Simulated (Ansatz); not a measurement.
# One atom moved over a plane in Be3N2

Method: DFT PBEsol, scalar-relativistic, plane waves, PAW in Ansatz. The runs took a 420 eV cutoff, a Γ-centred 9×9×6 mesh and Gaussian smearing (0.05 eV). No spin polarisation. Energies are free energies at this smearing, counted from the undisturbed cell; pressure is positive in compression.

The starting cell (as given, not relaxed at this level; it stands at -3.5 GPa, and it needn't be the usual structure):

```
Be N
1.0
     2.81778    0.00000    0.00000
    -1.40889    2.44027    0.00000
     0.00000    0.00000    4.66702
Be N
3 2
Direct
  0.00000 0.00000 0.00000
  0.66667 0.33333 0.64963
  0.33333 0.66667 0.35037
  0.33333 0.66667 0.74706
  0.66667 0.33333 0.25294
```

Atom 1 (Be) is moved by p along (0.707, 0.707, 0.000) and q along (0.000, 0.000, 1.000) (Å), all else fixed. Points are written (p, q).

p was sampled at -0.450, -0.225, 0.000, 0.225, 0.450 and q at -0.450, -0.225, 0.000, 0.225, 0.450.

Where on the computed points is the energy highest, and how high?

At (-0.450, -0.450), (0.450, 0.450): 2.02 eV/cell.

Away from (0, 0), which computed point is lowest?

(-0.225, 0.000), (0.225, 0.000): 0.00 eV/cell.

The map, in eV/cell:

| p \ q | -0.450 | -0.225 | 0.000 | 0.225 | 0.450 |
| --- | --- | --- | --- | --- | --- |
| -0.450 | 2.02 | 0.57 | 0.06 | 0.45 | 1.72 |
| -0.225 | 1.25 | 0.32 | 0.00 | 0.30 | 1.22 |
| 0.000 | 1.06 | 0.27 | 0.00 | 0.27 | 1.06 |
| 0.225 | 1.22 | 0.30 | 0.00 | 0.32 | 1.25 |
| 0.450 | 1.72 | 0.45 | 0.06 | 0.57 | 2.02 |